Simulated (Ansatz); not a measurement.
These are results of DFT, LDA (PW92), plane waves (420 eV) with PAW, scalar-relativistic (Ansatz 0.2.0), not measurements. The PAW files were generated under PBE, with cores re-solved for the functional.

An element in the dhcp structure gives this curve. The cell is scaled uniformly from the relaxed one, with fractional coordinates and shape fixed. Energies are extrapolated to zero smearing, pressures are those at the given smearing. Magnetic state: spin not included.

```
V (Å³/atom)  E − E₀ (meV/atom)  P (GPa)
     15.527              171.8    29.30
     16.233               70.2    17.60
     16.938               15.7     7.96
     17.644                0.0     0.00
     18.350               16.2    -6.57
     19.056               58.8   -12.01
     19.761              123.1   -16.50
```

**Question.** Which element is it?
A. niobium
B. hafnium
C. cadmium
D. lithium

**Answer.** A. Its fit is V₀ = 17.62 Å³/atom, B₀ = 182 GPa, B₀′ = 3.8.
